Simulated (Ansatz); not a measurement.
An element in the bcc structure gives these cold pressures by all-electron LAPW under LDA (Ansatz 0.2.0, scalar-relativistic, no spin polarisation).

```
V (Å³/atom)  P (GPa)
      53.85     0.00
      49.54     0.96
      45.24     2.25
      40.93     3.87
      36.62     6.14
      32.31    10.10
      28.00    16.15
      24.23     25.2
```

Q: Which element is it?

A: Ba. Its zero-pressure volume in this structure is near 53.9 Å³/atom; the volume and the steepness of P(V) together point to it, though neighbours can come close. Other candidates weren't computed, and some may come near.
